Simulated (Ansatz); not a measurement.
ZrS₂:
```yaml
crystal:
  lattice:
    - [3.63504, 0.00000, 0.00000]
    - [-1.81752, 3.14804, 0.00000]
    - [0.00000, 0.00000, 5.71961]
  atoms:
    - { symbol: Zr, position: [0.00000, 0.00000, 0.00000] }
    - { symbol: S, position: [0.66667, 0.33333, 0.74470] }
    - { symbol: S, position: [0.33333, 0.66667, 0.25530] }
```

Relaxed with PBE+D3(BJ). The program Ansatz at the PBE+D3(BJ) level (PAW) gives a gap of 0.66 eV.

### Question
What gap does HSE06 give on the same cell (Ansatz, PAW)?

### Answer
1.42 eV, 0.76 eV more. The hybrid was solved on a coarser mesh and at special points; its gap is the smallest among all of these.

```
k  v1 PBE+D3(BJ)  c1 PBE+D3(BJ)    v1 HSE06    c1 HSE06
-  -------------  -------------  ----------  ----------
Γ           0.00           1.41  (withheld)  (withheld)
A          -0.45           1.36  (withheld)  (withheld)
K          -1.58           2.09       -1.83        3.02
H          -1.99           2.22  (withheld)  (withheld)
M          -1.47           0.86  (withheld)  (withheld)
L          -0.86           0.66       -0.99        1.42
```

### Question
Top valence (v1) and lowest conduction level (c1) in eV from each method's valence maximum (which need not be a listed point): supply the withheld HSE06 values.

### Answer

- H, v1 HSE06: -2.21
- H, c1 HSE06: 3.19
- Γ, v1 HSE06: 0.00
- Γ, c1 HSE06: 2.27
- A, v1 HSE06: -0.49
- A, c1 HSE06: 2.21
- M, v1 HSE06: -1.66
- M, c1 HSE06: 1.60

Cost on shared cores: the PBE+D3(BJ) run (SCF on a 9×9×5 mesh, then bands and DOS) about 13 core-seconds (a rough figure), the HSE06 run (SCF on 7×7×4, then a few points) very roughly 4 core-minutes; the tasks are unlike.

Space group P-3m1 (CdI2 type). Symmetry was held in the PBE+D3(BJ) relaxation. No spin polarisation was allowed. Spin–orbit coupling is left out wherever it is not named.

Potentials: the later of the program's two PAW sets.
